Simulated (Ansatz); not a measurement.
Ta2N:
```cif
data_NTa2
_chemical_formula_sum 'N1 Ta2'
_space_group_name_H-M_alt 'P-3m1'
_space_group_IT_number 164
_space_group_name_Hall '-P 3 2"'
_cell_length_a 3.09867
_cell_length_b 3.09867
_cell_length_c 4.88888
_cell_angle_alpha 90.000
_cell_angle_beta 90.000
_cell_angle_gamma 120.000
loop_
_atom_site_label
_atom_site_type_symbol
_atom_site_symmetry_multiplicity
_atom_site_Wyckoff_symbol
_atom_site_fract_x
_atom_site_fract_y
_atom_site_fract_z
_atom_site_occupancy
N1 N 1 a 0.00000 0.00000 0.00000 1
Ta1 Ta 2 d 0.33333 0.66667 0.25508 1
```

Relaxed at zero pressure with the program Ansatz at the PBE level (PAW).

### Question
The volume is raised by 6 % and shape and atoms relax at that volume. What pressure results, and how do the axes share the change?

### Answer
-13.5 GPa; a 2.4 %, b 2.4 %, c 1.1 %; the energy rises by 37 meV/atom.

### Question
Give the new structure.

### Answer

Space group P-3m1 (No. 164); a = b = 3.173 Å, c = 4.943 Å, α = β = 90.00°, γ = 120.00°

| atom | site | symmetry | x | y | z |
|---|---|---|---|---|---|
| N | 1a | -3m. | 0.0000 | 0.0000 | 0.0000 |
| Ta | 2d | 3m. | 0.3333 | 0.6667 | 0.2506 |

The phase is kept; no other phase was compared at this pressure.

Symmetry was held in the PBE relaxation. The run is not spin-polarised. The volume moved by 20 % from the start of the relaxation. Scalar-relativistic: spin–orbit coupling is off unless named, which matters more the heavier the elements.

Potentials: the later of the program's two PAW sets.
